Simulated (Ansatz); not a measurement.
**Squeezing Rh (hcp type)**

```
Rh
1.0
     2.66960    0.00000    0.00000
    -1.33480    2.31194    0.00000
     0.00000    0.00000    4.30333
Rh
2
Cartesian
  0.0000 1.5413 1.0758
  1.3348 0.7706 3.2275
```

The cell comes from a relaxation on PAW files under the same functional, begun from a prototype that needn't be the stable phase.

Its volume is scaled, and at each volume shape and atoms are relaxed on PAW files; all methods then take that cell.

Level of theory: DFT with LDA, scalar-relativistic, in Ansatz 0.2.0; a Γ-centred 16×16×9 k mesh, Fermi–Dirac smearing of 0.08 eV, no spin polarisation. LAPW: all electrons, basis error target 1 meV/atom; PAW: frozen-core files, cutoff 420 eV; crystal datasets: all electrons, by PAW datasets that the program makes for each cell; norm-conserving: pseudopotentials, cutoff 1197 eV.

Energies are extrapolated to zero smearing and count from the unscaled cell; pressure is positive in compression; gaps take the mesh and a band path. No temperature or zero-point motion is included.

The PAW files were made under PBE. The structure type is held throughout; the real material can change phase at far lower pressure.

```tsv
V/V0	V (Å³/atom)	P LAPW (GPa)	ΔE LAPW (eV/atom)	P PAW − LAPW (GPa)	ΔE PAW − LAPW (meV/atom)	space group	shortest distance (Å)
1.00	13.28	0.04	0.000	-0.04	0.0	P6_3/mmc	2.647
0.88	11.69	55.3	0.239	-0.10	-0.7	P6_3/mmc	2.539
0.78	10.36	144.4	1.027	-0.19	-1.9	P6_3/mmc	2.441
0.68	9.03	310.9	2.839	-0.41	-4.3	P6_3/mmc	2.333
0.58	7.70	?	?	?	?	?	?
0.50	6.64	1123	12.262	-4.57	-27.6	P6_3/mmc	2.109
0.43	5.71	1897	20.806	-15.02	-78.2	P6_3/mmc	2.005
```

(1) Fit the Vinet equation to the LAPW pressures shown (residuals weighted by 1/(|P| + 0.03·Pmax)), and predict the pressure of the withheld row.

(2) From the table, what is the rise of the enthalpy H = E + pV up to the last row, and how stiff is the crystal between the last two rows?

(3) At the smallest volume, how far do crystal datasets and norm-conserving lie from LAPW in pressure?

(4) How do the Löwdin populations by LAPW change from the unscaled cell to the last row?

Results:

(1) The fit gives V0 = 13.28 Å³/atom, B0 = 309 GPa and B0′ = 5.23. At 7.70 Å³/atom, x = (V/V0)^(1/3) = 0.8339, and P = 3·B0·(1 − x)/x²·exp[1.5·(B0′ − 1)·(1 − x)] = 635.7 GPa. The run itself gave 633.6 GPa (+0.3 % off) and ΔE = 6.600 eV/atom.

(2) ΔH = 20.806 eV + (1897 GPa × 5.71 Å³ − 0.04 GPa × 13.28 Å³) × 0.006242 eV/(GPa·Å³) = 88.42 eV/atom, of which pV makes 76 %. The mean bulk modulus there is −ΔP/Δln V = 5130 GPa.

(3) crystal datasets: 0.00 GPa; norm-conserving: +25.82 GPa, on a LAPW pressure of 1897 GPa.

(4) Rh 4s 1.97 → 1.88, Rh 5s 0.81 → 0.58, Rh 4d 8.13 → 8.47 electrons an atom. These are projections on the shells that the free atoms fill; 0.20 e a cell lies outside them at the start and 0.23 e at the end.
